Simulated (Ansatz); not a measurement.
Property card for Nb2N

Nb$_{2}$N:
```yaml
crystal:
  lattice:
    - [3.09918, 0.00000, 0.00000]
    - [-1.54959, 2.68397, 0.00000]
    - [0.00000, 0.00000, 4.76902]
  atoms:
    - { symbol: Nb, position: [0.66667, 0.33333, 0.25419] }
    - { symbol: Nb, position: [0.33333, 0.66667, 0.74581] }
    - { symbol: N, position: [0.00000, 0.00000, 0.50000] }
```

Space group P-3m1 (No. 164), anti-CdI2 type; conventional cell a = 3.0992 Å, b = 3.0992 Å, c = 4.7690 Å, α = 90.00°, β = 90.00°, γ = 120.00°.

Method: DFT-LDA in the program Ansatz with PAW potentials. Structure relaxed to zero pressure with the same functional. Other levels are named where they apply.

Cell and energy:

- Volume per atom: 13.22 Å³
- Density: 8.36 g/cm³
- Formation energy from the elements (no fitted shifts): -1.04 eV/atom

Electronic structure:

Electronic character: metallic (no gap)
Density of states at the Fermi level: 0.36 states/eV per atom (mean over ±0.08 eV)

Mechanics:

- Bulk modulus (Birch–Murnaghan fit) = 256 GPa
- Pressure derivative B′ = 4.7
- Elastic constants (relaxed ions, GPa) = C11 = 454, C12 = 119, C13 = 188, C14 = -37.2, C33 = 434, C44 = 102
- Mechanical stability = stable (all eigenvalues of C positive)
- Hill bulk and shear moduli = 259 and 124 GPa
- Young's modulus = 320 GPa
- Poisson's ratio = 0.29
- Debye temperature from the elastic constants = 540 K

Phonons:

- Highest zone-centre frequency = 558 cm⁻¹
- Zone-centre stability = no imaginary mode at Γ

The first step of the workflow began from a Materials Project structure, measured or hypothetical; the Crystallography Open Database copy checked does not list it. Its standing as an ambient phase is unchecked. The LDA relaxation kept the symmetry of its start. The run is not spin-polarised. With an odd number of electrons in the cell and no spin polarisation, the count alone makes it a metal. As this level gives no gap, shear constants depend on the k-mesh and smearing (Fermi–Dirac, 0.1 eV here). As this level gives no gap, phonon frequencies hold no LO–TO term and depend on the k-mesh and smearing (Fermi–Dirac, 0.1 eV here). The references are the lowest solids computed at this level, not always the standard phases (solids in place of the gases). Scalar-relativistic: spin–orbit coupling is off unless named, which matters more the heavier the elements.

Potentials: the later of the program's two PAW sets.
